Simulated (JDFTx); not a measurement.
An input for JDFTx (a modified build) (Ge3H7 (SMILES [GeH2][GeH2][GeH3]), charge 0, multiplicity 2; bohr, hartree):

```
lattice \
  19.8421243086 0.0000000000 0.0000000000 \
  0.0000000000 16.5351035905 0.0000000000 \
  0.0000000000 0.0000000000 14.6453774658
coords-type Cartesian
ion Ge -5.0946354338 -0.4134685878 -0.0743898605 0
ion Ge -0.9137502022 1.5828297762 -0.1314129370 0
ion Ge 2.6973520802 -1.1978318908 -0.1886017877 0
ion H -4.8765361803 -2.2820946712 -2.3681623195 0
ion H -4.7053779912 -2.5400774801 1.9564856642 0
ion H -0.6172318672 3.4443367696 -2.3221898288 0
ion H -0.5315280915 3.4114208620 2.0740176336 0
ion H 5.0946354338 0.0659049039 -1.0612803043 0
ion H 2.3767170922 -3.4443367696 -1.8948549510 0
ion H 3.2876808295 -2.2869353557 2.3681623195 0
ion-species pseudo/ge_pbe_v1.4.upf
ion-species pseudo/h_pbe_v1.4.upf
elec-cutoff 20 100
elec-ex-corr gga-PBE
symmetries none
coulomb-interaction Isolated
coulomb-truncation-embed 0 0 0
elec-n-bands 25
spintype z-spin
elec-initial-magnetization 1 yes
electronic-scf nIterations 100 energyDiffThreshold 1e-8
dump-name s0.$VAR
dump End State Ecomponents EigStats BandEigs Forces ElecDensity IonicPositions
```

Q: What happens when this is run, and what should be changed?

A: It stops during set-up with
```
Atom 1 lies within the margin of 5 bohrs from the truncation boundary.
Expand unit cell, or if absolutely sure, reduce coulomb-truncation-ion-margin.
Failed.
```
The box is too small for the truncated Coulomb interaction: enlarge the cell, or lower coulomb-truncation-ion-margin if the density is known to be confined.
